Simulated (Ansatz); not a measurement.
Relaxed TiO$_{2}$ (anatase):

```
TiO2
1.0
   -3.79880     3.79880     9.70081
    0.00000     0.00000     9.70081
    0.00000     3.79880     0.00000
Ti O
4 8
Direct
  0.00000   0.50000   0.00000
  0.50000   0.50000   0.00000
  0.50000   0.75000   0.50000
  0.00000   0.75000   0.50000
  0.00000   0.29355   0.00000
  0.50000   0.29355   0.00000
  0.50000   0.54355   0.50000
  0.00000   0.54355   0.50000
  0.50000   0.95645   0.50000
  0.00000   0.95645   0.50000
  0.00000   0.70645   0.00000
  0.50000   0.70645   0.00000
```

A phonon eigenvector at M = (0.5, 0.5, 0.5) is frozen into this cell: atom i moves by Q times the vector below, so Q is the largest atomic displacement, in Å. The cell is held. It is one choice among 2 degenerate patterns. (q is in reciprocal vectors of the primitive cell; the cell shown is doubled to hold the pattern.)

```json
[
 {"atom": "Ti1", "x": "0.000", "y": "0.000", "z": "-0.066"},
 {"atom": "Ti2", "x": "0.000", "y": "0.000", "z": "0.066"},
 {"atom": "Ti3", "x": "0.000", "y": "0.000", "z": "-0.598"},
 {"atom": "Ti4", "x": "0.000", "y": "0.000", "z": "0.598"},
 {"atom": "O5", "x": "0.000", "y": "0.000", "z": "1.000"},
 {"atom": "O6", "x": "0.000", "y": "0.000", "z": "-1.000"},
 {"atom": "O7", "x": "0.000", "y": "0.000", "z": "0.456"},
 {"atom": "O8", "x": "0.000", "y": "0.000", "z": "-0.456"},
 {"atom": "O9", "x": "0.000", "y": "0.000", "z": "0.663"},
 {"atom": "O10", "x": "0.000", "y": "0.000", "z": "-0.663"},
 {"atom": "O11", "x": "0.000", "y": "0.000", "z": "-0.876"},
 {"atom": "O12", "x": "0.000", "y": "0.000", "z": "0.876"}
]
```

Level of theory: PBE (plane waves to 420 eV, PAW, scalar-relativistic; Ansatz, a first-principles code). k mesh 12×12×12 (Γ-centred), Fermi-Dirac smearing 0.05 eV. Energies are smeared free energies. Left out: 2 of 13 points, with atoms too close for the PAW data. As the smearing reaches across the gap at some points, energies and forces of such displacements shift with the k mesh and the smearing. TiO2 is run without spin polarisation. TiO2 was relaxed with its symmetry unable to fall. ΔE is measured from the undisplaced structure.

| Q (Å) | ΔE (meV/cell) |
|---|---|
| -0.233 | 4161 |
| -0.140 | 1566 |
| -0.047 | 175 |
| 0.047 | 175 |
| 0.140 | 1566 |
| 0.233 | 4161 |

Problem. Which DFPT wavenumber at M = (0.5, 0.5, 0.5) belongs to this mode?
A) 625 cm⁻¹
B) 234 cm⁻¹
C) 69 cm⁻¹
D) 358 cm⁻¹

Solution. A, 625 cm⁻¹. The curvature of the scan gives 625 cm⁻¹

(For displaced atoms, the force is minus the slope of the energy, and its curvature is a force constant, which sets phonon frequencies.)
